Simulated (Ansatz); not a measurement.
TaN (space group P-62m)

```yaml
crystal:
  lattice:
    - [5.17882, 0.00000, 0.00000]
    - [-2.58941, 4.48499, 0.00000]
    - [0.00000, 0.00000, 2.89612]
  atoms:
    - { symbol: Ta, position: [0.00000, 0.00000, 0.00000] }
    - { symbol: Ta, position: [0.33333, 0.66667, 0.50000] }
    - { symbol: Ta, position: [0.66667, 0.33333, 0.50000] }
    - { symbol: N, position: [0.39338, 0.00000, 0.00000] }
    - { symbol: N, position: [0.60662, 0.60662, 0.00000] }
    - { symbol: N, position: [0.00000, 0.39338, 0.00000] }
```

This relaxed cell (volume V₀) is scaled evenly in all directions, its shape held. The atoms relax within the cell's symmetry.

All values below come from PBEsol (plane waves to 420 eV, PAW, scalar-relativistic; Ansatz, an electronic-structure program). k mesh 11×11×16 (Γ-centred), Fermi-Dirac smearing 0.05 eV. Energies are smeared free energies. Compression counts positive. With the shape held, the modulus is that of even scaling; a crystal free to change shape is softer. Spin-orbit coupling is left out, though Ta is heavy. TaN is run without spin polarisation. TaN was relaxed with its symmetry unable to fall. ΔE is measured from the relaxed starting cell. The last digit holds for this mesh only.

```csv
V (Å³/atom),ΔE (meV/atom)
9.418,400.5
9.776,withheld
10.135,126.9
10.494,53.1
10.853,12.5
11.211,0.0
11.570,11.2
11.929,42.2
12.288,90.1
12.646,152.0
13.005,225.8
```

Fit a third-order Birch-Murnaghan form (E₀, V₀, B₀, B₀′ free) to the given rows and predict ΔE at V = 9.776.

Least squares on the 10 given rows: ΔE = E₀ + (9V₀B₀/16)·y²·[2 + (B₀′ − 4)y], y = (V₀/V)^(2/3) − 1, with V₀ = 11.212 Å³/atom, B₀ = 328.3 GPa (160.2 GPa = 1 eV/Å³; the term in eV is multiplied by 1000), B₀′ = 4.32, E₀ = 0.10 meV/atom; root-mean-square residual 0.07 meV/atom. At 9.776 the fit gives 240.3 meV/atom; the calculation gives 240.2 meV/atom, so the interpolation is off by 0.1 (+0.0 %). For the pressure the fit gives 60.6 GPa against the computed 60.5 GPa.

(A scan under strain: stresses follow from slopes of the energy per volume, elastic moduli from its curvatures.)
